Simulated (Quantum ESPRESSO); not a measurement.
## Kohn-Sham bands of CdS (wurtzite)

```
CdS
1.0
    4.16884     0.00000     0.00000
   -2.08442     3.61032     0.00000
    0.00000     0.00000     6.77962
Cd S
2 2
Direct
  0.66667   0.33333   0.50022
  0.33333   0.66667   0.00022
  0.66667   0.33333   0.87678
  0.33333   0.66667   0.37678
```

Structure: Materials Project mp-672, symmetrised, not relaxed again. COD (Crystallography Open Database) has the formula in 2 space groups, this one among them (matched by group alone). Level: PBEsol, no spin polarisation, no spin-orbit coupling; pw.x of Quantum ESPRESSO at 82 Ry with PseudoDojo potentials, 6×6×4 k-points, Wannier90. Density: 12×12×6 mesh, Gaussian smearing 0.01 Ry.

Question: List the Kohn-Sham levels between −8 and 4.0 eV relative to the valence-band maximum at the high-symmetry points, as a band run of pw.x on that density gives them (levels within 2 meV counted together).

Answer: 
```
point  k (reciprocal lattice)                                                                                                               levels (eV)
-----  ----------------------  ------------------------------------------------------------------------------------------------------------------------
Γ           0.000 0.000 0.000             -7.61, -7.60 (×2), -7.52 (×2), -7.21 (×2), -7.12 (×2), -6.80, -4.28, -0.73 (×2), -0.04, 0.00 (×2), 1.02, 2.64
M           0.500 0.000 0.000  -7.51, -7.49, -7.32 (×2), -7.30, -7.24, -7.14, -7.08, -6.84, -6.70, -4.06, -3.47, -2.58, -1.82, -1.26, -0.73, 3.56, 3.76
K           0.333 0.333 0.000                      -7.54, -7.37 (×2), -7.31, -7.22 (×2), -7.19, -7.13, -6.66 (×2), -3.63 (×2), -3.02, -1.80 (×2), -1.60
A           0.000 0.000 0.500                                                     -7.56 (×4), -7.39 (×2), -7.16 (×4), -2.45 (×2), -0.38 (×4), 2.69 (×2)
L           0.500 0.000 0.500                 -7.48 (×2), -7.40 (×2), -7.23 (×2), -7.12 (×2), -6.78 (×2), -4.07 (×2), -1.31 (×2), -1.29 (×2), 3.34 (×2)
H           0.333 0.333 0.500                            -7.42 (×2), -7.41 (×2), -7.20 (×2), -7.19 (×2), -6.65 (×2), -3.95 (×2), -2.37 (×2), -1.08 (×2)
```
